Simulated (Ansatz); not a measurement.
Here is the system:

BiTe (space group P-3m1)

```
BiTe
1.0
    4.42246     0.00000     0.00000
   -2.21123     3.82996     0.00000
    0.00000     0.00000    23.92936
Bi Te
6 6
Direct
  0.33333   0.66667   0.29171
  0.66667   0.33333   0.70829
  0.00000   0.00000   0.87543
  0.00000   0.00000   0.12457
  0.66667   0.33333   0.46482
  0.33333   0.66667   0.53518
  0.33333   0.66667   0.05323
  0.66667   0.33333   0.94677
  0.00000   0.00000   0.63610
  0.00000   0.00000   0.36390
  0.66667   0.33333   0.20869
  0.33333   0.66667   0.79131
```

The volume is varied about the relaxed value V₀ at fixed cell shape. The atoms relax within the cell's symmetry.

All values below come from PBE-D3(BJ) (plane waves to 420 eV, PAW, scalar-relativistic; Ansatz, a program for electronic structure). k mesh 7×7×2 (Γ-centred), Fermi-Dirac smearing 0.05 eV. Energies are smeared free energies. Compression counts positive. With the shape held, the modulus is that of even scaling; a crystal free to change shape is softer. BiTe was relaxed with its symmetry unable to fall. Spin-orbit coupling is left out, though Bi and Te are heavy. ΔE is measured from the relaxed starting cell.

The scan covers V/V₀ from 0.940 to 1.060 in 13 points.

Question: What bulk modulus at fixed cell shape B₀ follows from a third-order Birch-Murnaghan fit?

Answer: 39.8 GPa.

Question: What is the fitted pressure derivative B₀′?

Answer: 6.6.

(Under strain, the slope of the energy per volume gives the stress and its curvature an elastic modulus.)
